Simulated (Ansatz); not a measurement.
Sn (diamond, Fd-3m) under volume change, plane-wave PAW PBE (Ansatz code), scaled uniformly.

| V (Å³/atom) | E − E(relaxed) (meV/atom) | P (GPa) |
|---|---|---|
| 33.549 | 39.7 | 4.21 |
| 34.655 | ___ | ___ |
| 35.761 | ___ | ___ |
| 36.867 | 0.0 | 0.00 |
| 37.973 | 3.5 | -0.98 |
| 39.079 | 13.1 | -1.80 |
| 40.185 | 28.0 | -2.49 |

Q: What belongs in the gaps?

A: 
- 34.655, E − E(relaxed) (meV/atom): 16.6
- 34.655, P (GPa): 2.55
- 35.761, E − E(relaxed) (meV/atom): 3.9
- 35.761, P (GPa): 1.16

Q: What does a third-order Birch–Murnaghan fit give for V₀, B₀ and B′?

A: V₀ = 36.87 Å³/atom, B₀ = 35.5 GPa, B′ = 4.8.

This is a known low-temperature phase of the composition, computed here at zero pressure and temperature. The PBE relaxation kept the symmetry of its start; whether a distortion lowers the energy is not shown. Scalar-relativistic: spin–orbit coupling is off unless named, which matters more the heavier the elements.

Potentials: the earlier of the program's two PAW sets.
